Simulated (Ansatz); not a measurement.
TiAlB:
```
CELL_PARAMETERS angstrom
      1.64165    -7.34040     0.00000
      1.64165     7.34040     0.00000
      0.00000     0.00000     3.05421
ATOMIC_POSITIONS crystal
  Al 0.69498 0.30502 0.25000
  Al 0.30502 0.69498 0.75000
  B  0.47106 0.52894 0.75000
  B  0.52894 0.47106 0.25000
  Ti 0.08294 0.91706 0.75000
  Ti 0.91706 0.08294 0.25000
```

Relaxed with PBE. Special points in fractions of this cell's reciprocal vectors: Γ (0.000, 0.000, 0.000); Y (-0.500, 0.500, 0.000); C0 (-0.263, 0.737, 0.000); Σ0 (0.263, 0.263, 0.000); Z (0.000, 0.000, 0.500); A0 (0.263, 0.263, 0.500); E0 (-0.263, 0.737, 0.500); T (-0.500, 0.500, 0.500); S (0.000, 0.500, 0.000); R (0.000, 0.500, 0.500).

### Question
List the band energies nearest the Fermi level at these points for plane-wave PAW PBE (Ansatz code).

### Answer
In eV from the Fermi level; about four levels below and three above (degenerate sets whole), none deeper than 8.9 eV; points with the same levels are listed once.

| k | below | above |
|---|---|---|
| Γ | -2.30 -2.20 -1.27 -1.04 | 0.99 1.87 2.00 |
| Y | -2.46 -1.29 -1.11 -0.46 | 1.56 1.75 2.00 |
| C0 | -3.00 -2.73 -2.56 -0.62 | 0.64 0.92 1.11 |
| Z | -1.72 -1.72 -1.11 -1.11 | 1.62 1.62 1.89 1.89 |
| A0 | -1.02 -1.02 -0.70 -0.70 | 2.66 2.66 2.88 2.88 |
| T | -1.86 -1.86 -1.71 -1.71 | 1.53 1.53 1.77 1.77 |
| S | -3.38 -3.01 -2.12 -0.72 | 0.65 0.92 1.11 |
| R | -1.05 -1.05 -0.66 -0.66 | 2.63 2.63 2.84 2.84 |

Space group Cmcm. The start of the workflow was typed in or built on a structure type; neither database checked (COD, Materials Project) lists it. Its standing as an ambient phase is unchecked. Symmetry was held in the PBE relaxation; its stability against distortions is not shown here. No spin polarisation was allowed.

Potentials: the earlier of the program's two PAW sets.
